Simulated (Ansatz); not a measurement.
The relaxed structure here is a generated cell of TiO2: the first start was made by placing the elements on the sites of a structure type, and the end was not matched to a known phase here, so it may be hypothetical. Known forms of TiO2 include space group No. 61, 136, 141.

A relaxed structure of TiO2. Space group Amm2 (No. 38). Method: PBEsol (plane waves to 420 eV, PAW, scalar-relativistic; Ansatz, a first-principles code).

Space group Amm2 (No. 38); a = 2.776 Å, b = 4.648 Å, c = 9.949 Å, α = β = γ = 90.00°

| atom | site | symmetry | x | y | z |
|---|---|---|---|---|---|
| Ti | 2a | mm2 | 0.0000 | 0.0000 | 0.0228 |
| O | 2b | mm2 | 0.5000 | 0.5000 | 0.1597 |
| O | 2a | mm2 | 0.0000 | 0.0000 | 0.1966 |
| O | 4e | m.. | 0.5000 | 0.2665 | 0.4237 |
| Ti | 2a | mm2 | 0.0000 | 0.0000 | 0.7735 |
(The calculation used a cell of 6 atoms; values per cell refer to that cell.)

For TiO2, the volume per atom is 10.70 Å³ and the band gap is no gap on the sampled points, where the bands overlap only slightly; such a result is sensitive to mesh and level. The shortest distances is O–Ti 1.73 Å; O–O 2.17 Å; Ti–Ti 2.48 Å and the k-mesh is 17×11×11.

Band energies at high-symmetry points (eV from the Fermi level; labels of this space group; no spin-orbit coupling), from −5 eV up to 2.4 eV:

| point | energies |
|---|---|
| Γ | -4.14 -3.33 -3.27 -2.97 -2.94 -1.91 -1.48 -0.26 0.50 1.31 1.38 2.11 2.13 |
| Y | -3.48 -3.24 -3.19 -2.96 -1.66 -1.20 -0.14 0.00 1.40 1.47 2.23 2.31 |
| C0 | -4.36 -4.06 -3.34 -3.09 -3.06 -2.84 -1.51 -1.36 0.18 1.54 1.67 1.88 2.17 |
| Σ0 | -4.36 -4.06 -3.34 -3.09 -3.06 -2.84 -1.51 -1.36 0.18 1.54 1.67 1.88 2.17 |
| Z | -4.68 -4.60 -3.77 -3.59 -3.57 -3.20 -2.73 0.00 1.22 1.81 1.84 1.97 |
| A0 | -4.97 -4.46 -4.26 -3.59 -3.47 -3.06 -3.01 -2.84 -1.25 0.95 1.41 2.05 2.29 |
| E0 | -4.97 -4.46 -4.26 -3.59 -3.47 -3.06 -3.01 -2.84 -1.25 0.95 1.41 2.05 2.29 |
| T | -4.74 -4.37 -3.91 -3.88 -3.41 -3.10 -3.09 -0.04 1.17 1.50 1.70 |

No spin polarisation in the result. No Hubbard U is applied.

The run could not lose the symmetry of its start: the end is stationary, and may be a saddle point rather than a minimum.

It was reached from a disturbed copy of a P4₂/mnm (No. 136) cell (rutile type), against which it lies +0.84 eV/atom.
